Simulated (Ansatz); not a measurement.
The relaxed structure here is a generated cell of NbSi: the first start was made by placing the elements on the sites of a structure type, and the end was not matched to a known phase here, so it may be hypothetical.

The end point of a relaxation of NbSi. Space group Fm-3m (No. 225), rock salt type. All values below come from r2SCAN (plane waves to 500 eV, PAW, scalar-relativistic; Ansatz, a first-principles code).

```xyz
2
Lattice="0.0000 2.5690 2.5690 2.5690 0.0000 2.5690 2.5690 2.5690 0.0000" Properties=species:S:1:pos:R:3 pbc="T T T"
Nb     0.0000     0.0000     0.0000
Si     2.5690     2.5690     2.5690
```

```json
{
 "volume_per_atom": "16.96 Å³",
 "density": "5.92 g/cm³",
 "band_gap": "zero (metallic)",
 "shortest_distances": "Nb–Si 2.57 Å",
 "k-mesh": "16×16×16"
}
```

Band energies at high-symmetry points (eV from the Fermi level; labels of this space group; no spin-orbit coupling), from −5 eV up to 1.8 eV:

```
point                       energies
-----  -----------------------------
Γ      -1.30 -1.30 -1.30 -0.90 -0.90
X       -3.83 -3.31 -0.12 -0.12 0.23
U       -4.27 -3.85 -2.37 -0.04 1.62
K       -4.27 -3.85 -2.37 -0.04 1.62
L              -3.52 -3.52 1.40 1.40
W        -3.81 -3.81 -3.40 1.66 1.66
```

No spin polarisation in the result. The relaxed primitive cell holds an odd number of electrons. A magnetic state may lie lower.

The run could not lose the symmetry of its start, so the end can be a saddle point.
